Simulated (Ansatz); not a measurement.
The calculation used Ansatz, DFT PBE, scalar-relativistic, plane waves, PAW. Cutoff 420 eV, Γ-centred meshes of about 0.25 Å⁻¹ or finer for metals and 0.3 Å⁻¹ for insulators (2π included), Gaussian smearing. Collinear spin where magnetic atoms keep a moment.

Structures of Mg2Ti3O3, relaxed with PBE:

A. (no moments)

```cif
data_structure
_symmetry_space_group_name_H-M 'P4/mmm'
_symmetry_Int_Tables_number 123
_cell_length_a 3.2405
_cell_length_b 3.2405
_cell_length_c 9.4558
_cell_angle_alpha 90.000
_cell_angle_beta 90.000
_cell_angle_gamma 90.000
_cell_volume 99.29
loop_
_atom_site_label
_atom_site_type_symbol
_atom_site_symmetry_multiplicity
_atom_site_Wyckoff_symbol
_atom_site_fract_x
_atom_site_fract_y
_atom_site_fract_z
_atom_site_occupancy
Mg1 Mg 1 d 0.50000 0.50000 0.50000 1
Mg2 Mg 1 a 0.00000 0.00000 0.00000 1
Ti1 Ti 2 g 0.00000 0.00000 0.26645 1
Ti2 Ti 1 c 0.50000 0.50000 0.00000 1
O1 O 2 h 0.50000 0.50000 0.29119 1
O2 O 1 b 0.00000 0.00000 0.50000 1
```

B. (no moments)

```cif
data_structure
_symmetry_space_group_name_H-M 'P-6m2'
_symmetry_Int_Tables_number 187
_cell_length_a 6.5364
_cell_length_b 6.5364
_cell_length_c 2.7784
_cell_angle_alpha 90.000
_cell_angle_beta 90.000
_cell_angle_gamma 120.000
_cell_volume 102.80
loop_
_atom_site_label
_atom_site_type_symbol
_atom_site_symmetry_multiplicity
_atom_site_Wyckoff_symbol
_atom_site_fract_x
_atom_site_fract_y
_atom_site_fract_z
_atom_site_occupancy
Mg1 Mg 1 b 0.00000 0.00000 0.50000 1
Mg2 Mg 1 e 0.66667 0.33333 0.00000 1
Ti1 Ti 3 j 0.58960 0.79480 0.00000 1
O1 O 3 k 0.99610 0.49805 0.50000 1
```

With PBE the energies per atom relative to A are: B −165 meV.

Problem. What do the differences become with r2SCAN (500 eV) at these PBE geometries?

Solution. The order stays B < A.

| cell | group | coarse PBE screen (meV/atom, to 10) | PBE, fine mesh (meV/atom) | r2SCAN at the PBE cell (meV/atom) | r2SCAN pressure (GPa) | gap PBE (eV) | gap r2SCAN (eV) |
| --- | --- | --- | --- | --- | --- | --- | --- |
| A | P4/mmm | 0 | 0 | 0 | -3.5 | 0.00 | 0.00 |
| B | P-6m2 | -170 | -165 | -138 | -2.6 | 0.00 | 0.00 |

Energies count from A, gaps are read on the mesh, and pressure is positive in compression.

Trial moments fell under 0.15 μB along the way in P4/mmm and P-6m2; another start might hold them. With atoms moved at random, B (by 0.37 eV/atom) fell into a lower structure. A had no clear such test and can be a saddle point.
